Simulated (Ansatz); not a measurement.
Put CsTlS in P4/mmm (No. 123): Cs on 1d; Tl on 1a; S on 1b.

These are results of DFT PBE, scalar-relativistic, plane waves, PAW (Ansatz 0.2.0), not measurements. Cutoff 420 eV, Γ-centred mesh, Gaussian smearing, no spin polarisation.

Formation energies are uncorrected and refer to the elements' standard structures at the same level.

Q: Which cell and coordinates does it relax to?

A:

Space group P4/mmm (No. 123). a = 5.049 Å, b = 5.049 Å, c = 5.664 Å, α = 90.00°, β = 90.00°, γ = 90.00°
```
atom  site  symmetry       x       y       z
  Cs    1d     4/mmm  0.5000  0.5000  0.5000
  Tl    1a     4/mmm  0.0000  0.0000  0.0000
   S    1b     4/mmm  0.0000  0.0000  0.5000
```

Cs has 4 S at 3.57 Å, 8 Tl at 4.56 Å and 4 Cs at 5.05 Å; Tl is surrounded by 2 S at 2.83 Å; S has 2 Tl at 2.83 Å and 4 Cs at 3.57 Å. Another local minimum with the same sites may exist.

Q: Where does its energy lie, and is it a metal?

A: The formation energy is −0.48 eV/atom and the gap on the 10×10×8 mesh of the 3-atom cell is 0 eV (a metal). Whether it is stable depends on the other phases of the system, which aren't compared here.

The last run used Gaussian smearing of 0.10 eV. Spin–orbit coupling, which can matter for Tl, is left out. The reference form of S is held partly by dispersion forces, which this level lacks. A structure relaxed within its symmetry needn't be a true minimum.
